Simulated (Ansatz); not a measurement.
Relaxed Ir (fcc, Cu type):

```xyz
2
Lattice="0.0000 3.8708 3.8708 1.9354 0.0000 1.9354 1.9354 1.9354 0.0000" Properties=species:S:1:pos:R:3 pbc="T T T"
Ir     0.0000     0.0000     0.0000
Ir     1.9354     3.8708     1.9354
```

The atoms are displaced by Q × the pattern below (from a DFPT mode at L = (0.5, 0.0, 0.0), largest move 1; Q in Å), at fixed cell. It is one choice among 2 degenerate patterns. (q is in reciprocal vectors of the primitive cell; the cell shown is doubled to hold the pattern.)

```
atom       x       y       z
----  ------  ------  ------
Ir1    0.285  -0.520   0.805
Ir2   -0.285   0.520  -0.805
```

The numbers are results of PBE (plane waves to 420 eV, PAW, scalar-relativistic; Ansatz, a quantum-chemistry and plane-wave program), not measurements. k mesh 21×21×21 (Γ-centred), Fermi-Dirac smearing 0.05 eV. With partly filled bands, energies and forces of such displacements shift with the k mesh and the smearing. Ir is run without spin polarisation. Ir was relaxed with its symmetry unable to fall. Spin-orbit coupling is left out, though Ir is heavy. 

```json
[
 {"Q (Å)": "-0.180", "−dE/dQ from forces (eV/Å)": "2.702"},
 {"Q (Å)": "-0.150", "−dE/dQ from forces (eV/Å)": "2.417"},
 {"Q (Å)": "-0.120", "−dE/dQ from forces (eV/Å)": "2.017"},
 {"Q (Å)": "-0.090", "−dE/dQ from forces (eV/Å)": "1.551"},
 {"Q (Å)": "-0.060", "−dE/dQ from forces (eV/Å)": "1.049"},
 {"Q (Å)": "-0.030", "−dE/dQ from forces (eV/Å)": "0.527"},
 {"Q (Å)": "0.000", "−dE/dQ from forces (eV/Å)": "0.000"},
 {"Q (Å)": "0.030", "−dE/dQ from forces (eV/Å)": "-0.527"},
 {"Q (Å)": "0.060", "−dE/dQ from forces (eV/Å)": "-1.049"},
 {"Q (Å)": "0.090", "−dE/dQ from forces (eV/Å)": "-1.551"},
 {"Q (Å)": "0.120", "−dE/dQ from forces (eV/Å)": "-2.017"},
 {"Q (Å)": "0.150", "−dE/dQ from forces (eV/Å)": "-2.417"},
 {"Q (Å)": "0.180", "−dE/dQ from forces (eV/Å)": "-2.702"}
]
```

### Question
What harmonic wavenumber does the curvature at Q = 0 give?

### Answer
112 cm⁻¹. E″ = 17.58 eV/Å², M = Σ mᵢ|uᵢ|² = 384.4 u, ν̃ = 521.5·√(|E″|/M).

(A displaced cell: forces are minus the slopes of the energy, force constants its curvatures, and phonons follow from these.)
